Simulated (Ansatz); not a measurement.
Here is the system:

W:
```
CELL_PARAMETERS angstrom
      0.00000     2.91510     2.91510
      2.91510     0.00000     2.91510
      2.91510     2.91510     0.00000
ATOMIC_POSITIONS crystal
  W  0.25000 0.25000 0.25000
  W  0.00000 0.00000 0.00000
```

This is the PBE-relaxed structure.

Problem. All from PBE in the plane-wave PAW code Ansatz, unless another level is named. Estimate the density of states at the Fermi level.

Solution. 1.6 states/eV per atom (mean over ±0.08 eV).

Problem. And the gap with spin–orbit coupling?

Solution. none (metallic).

Space group Fd-3m (diamond). A made-up cell: these elements were put on the sites of a structure type; neither database checked (COD, Materials Project) lists it. It is not the phase usual at ambient conditions (space group No. 229). Symmetry was held in the PBE relaxation. At this level the phase is mechanically unstable. The run is not spin-polarised. Spin–orbit coupling is left out wherever it is not named.

Potentials: the later of the program's two PAW sets.
